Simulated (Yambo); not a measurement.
A G0W0@PBEsol run in Yambo for CsHF$_{2}$ (space group I4/mcm, No. 140) (2×2×2 Γ-centred k mesh, 207 bands and a 7 Ry block in the screening, 207 bands in G with the Bruneval-Gonze terminator, plasmon pole fitted at 27.2 eV) gives these matrix elements, in eV, at the band edges (Γ → Γ):

| state | E0 | <Vxc> | <Σx> | <Σc(E0)> | Z |
|---|---|---|---|---|---|
| valence edge | 0.000 | -21.586 | -29.059 | 4.408 | 0.816 |
| conduction edge | 6.564 | -7.522 | -3.570 | -2.822 | 0.897 |

Q: Solve the linearised quasiparticle equation for both states, give the gap, and say how exchange and correlation each act on it.

A: E = E0 + Z(Σx + Σc − Vxc). Valence: 0.000 + 0.816 × (-29.059 + (4.408) − (-21.586)) = -2.50 eV. Conduction: 6.564 + 0.897 × (-3.570 + (-2.822) − (-7.522)) = 7.58 eV. The gap is 10.08 eV, against 6.56 eV in PBEsol. Replacing Vxc by bare exchange alone would open it by 11.43 eV; correlation takes back 7.23 eV of that, and Z scales what is left. Nearest settings tried, and what they do to the gap: 133 bands in G: +6 meV; 133 bands in W, 133 bands in G: +57 meV; 6 Ry block (265 vectors against 315): +9 meV. Not varied: mesh. So the settings aren't converged at that level. The k mesh is coarse. 

Geometry of the Materials Project entry, not relaxed at this level; primitive cell a = 5.8142 Å, b = 5.8142 Å, c = 5.8142 Å, α = 116.57°, β = 116.57°, γ = 96.04°.

The structure is a Materials Project entry; no match was found in the copy of COD used, and its stability was not checked.
